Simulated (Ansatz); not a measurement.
Input and command of a calculation in Ansatz (plane waves; scalar-relativistic PAW potentials unless the input names others):

```yaml
crystal:
  lattice:
    - [1.7949056629, 1.0362892676, 4.2920069857]
    - [-1.7949056629, 1.0362892676, 4.2920069857]
    - [0.0, -2.0725785353, 4.2920069857]
  atoms:
    - { symbol: Sr, position: [0.0, 0.0, 0.0] }
    - { symbol: Rh, position: [0.5, 0.5, 0.5] }
basis:
  ecutwfc: 500
  ecutrho_ratio: 12
kpoints:
  mp_grid: { grid: [18, 18, 18] }
hamiltonian:
  xc: r2scan
scf:
  occupations: { method: gaussian, width: 0.1 }
output:
  forces: true
  eigenvalues: true
  stress: true
```

```bash
ansatz run input.yaml --threads 1 --pin off --max-ram 2560MiB --backend cpu --events-out ev --progress --plain --runs-dir out
```

Abridged log:
```
Pseudopotentials: kind: paw
Pseudopotential: Sr, paw, valence charge 10, recommended cutoff 500 eV (meta_gga)
Pseudopotential: Rh, paw, valence charge 17, recommended cutoff 500 eV (meta_gga)
Functional definition: r2SCAN
Crystal: 2 atoms, lattice volume = 47.900 Å³
Basis set: ecut = 500 eV, 1245 PW (Γ), exchange–correlation on 256×256×256 points (64 copies of the dense FFT grid, shifted against one another)
Bands: 18, of which v1, the nominal top of the filled ones, is band 14 counted from 1 (13 counted from 0)
Symmetry: 12 space group operations
Space group: R-3m (ITA 166), of the structure as read, at distance tolerance 3.6e-5 Å
k-points: 580 of 5832
Initial density: superposition of atomic densities (neutral atoms: chi_scale 0, normalization atom), corrected by the library's trained network
Initial wavefunctions: pseudopotential atomic-orbital guess
Functional: x = r2scan, c = r2scan; τ floored in thin density (d = 2e-4 eV/Å³)
SCF iter   1: F=—  HF=-9969.873524 eV  |F-HF|=—  |Δ(HF+E_count)|=         —  Δρ=1.35e-2  dr2=1.59e-1  dr2_τ=2.03e-2  ethr=1.77e-3  ⟨swp⟩=6.8  Hψ=63986  notcnv=0
SCF iter   2: F=—  HF=-9969.950990 eV  |F-HF|=—  |Δ(HF+E_count)|=   7.75e-2  Δρ=6.37e-3  dr2=1.41e-2  dr2_τ=5.51e-3  ethr=5.88e-4  ⟨swp⟩=2.8  Hψ=20133  notcnv=0  defer=176
SCF iter   3: F=—  HF=-9969.951623 eV  |F-HF|=—  |Δ(HF+E_count)|=   6.33e-4  Δρ=3.32e-3  dr2=8.26e-3  dr2_τ=1.44e-4  ethr=5.23e-5  ⟨swp⟩=1.2  Hψ=11743  notcnv=0  defer=176
SCF iter   4: F=—  HF=-9969.950808 eV  |F-HF|=—  |Δ(HF+E_count)|=   8.15e-4  Δρ=1.41e-3  dr2=1.18e-3  dr2_τ=5.28e-5  ethr=3.06e-5  ⟨swp⟩=2.6  Hψ=16827  notcnv=0  defer=176
SCF iter   5: F=—  HF=-9969.950828 eV  |F-HF|=—  |Δ(HF+E_count)|=   2.06e-5  Δρ=9.43e-4  dr2=8.29e-4  dr2_τ=3.83e-5  ethr=4.38e-6  ⟨swp⟩=2.0  Hψ=13500  notcnv=0  defer=176
SCF iter   6: F=—  HF=-9969.950739 eV  |F-HF|=—  |Δ(HF+E_count)|=   8.93e-5  Δρ=2.82e-4  dr2=8.26e-5  dr2_τ=7.60e-7  ethr=3.07e-6  ⟨swp⟩=1.0  Hψ=10264  notcnv=0  defer=176
SCF iter   7: F=—  HF=-9969.950731 eV  |F-HF|=—  |Δ(HF+E_count)|=   7.78e-6  Δρ=2.93e-5  dr2=8.05e-7  dr2_τ=6.11e-8  ethr=3.06e-7  ⟨swp⟩=1.9  Hψ=11869  notcnv=0  defer=176
SCF iter   8: F=-9969.950732 eV  HF=-9969.950732 eV  |F-HF|=5.31e-9  |Δ(HF+E_count)|=   3.77e-7  Δρ=9.18e-6  dr2=4.08e-8  dr2_τ=3.06e-9  ethr=3.70e-10  ⟨swp⟩=6.5  Hψ=59117  notcnv=0
SCF 1 converged in 8 iterations: F = -9969.950732 eV  dr2 = 4.08e-8
SCF converged after 8 iterations
Free energy (F): -9969.950732 eV
Harris-Foulkes:  -9969.950732 eV  (|F-HF|=5.31e-9)
Internal energy: -9969.946038 eV  (E = F + TS)
E sigma→0 (E₀):  -9969.948385 eV
Entropy (-TS):   -0.004694 eV (-2.347 meV/atom)
Fermi energy:    11.736711 eV
--- Forces (eV/Å), atoms counted from 1 ---
  atom   1  Sr     0.00000000     0.00000000     0.00000000
  atom   2  Rh     0.00000000     0.00000000     0.00000000
--- Stress (GPa, compression-positive) ---
        0.018518       0.000000       0.000000
        0.000000       0.018518       0.000000
        0.000000       0.000000      -0.017518
  P = ⅓ Tr σ = 0.0065 GPa (0.065 kbar)
```

Apart from outputs, empty bands and the relaxation, which only the reference makes, the input differs from a reference run on usual settings in basis.ecutrho_ratio: not typed → 12. The reference, at the same geometry, ended its own course with pressure 0.01 GPa, largest force 0.000 eV/Å, no gap on the mesh. This run converged in 8 SCF iterations with an energy at zero smearing 0.01 meV/atom above the reference's, pressure 0.01 GPa, largest force 0.000 eV/Å, no gap on the mesh.

The run took 64 s on 1 thread of Intel(R) Xeon(R) Platinum 8259CL CPU @ 2.50GHz (Skylake/Cascade Lake) (shared host), peak memory 2.1 GiB.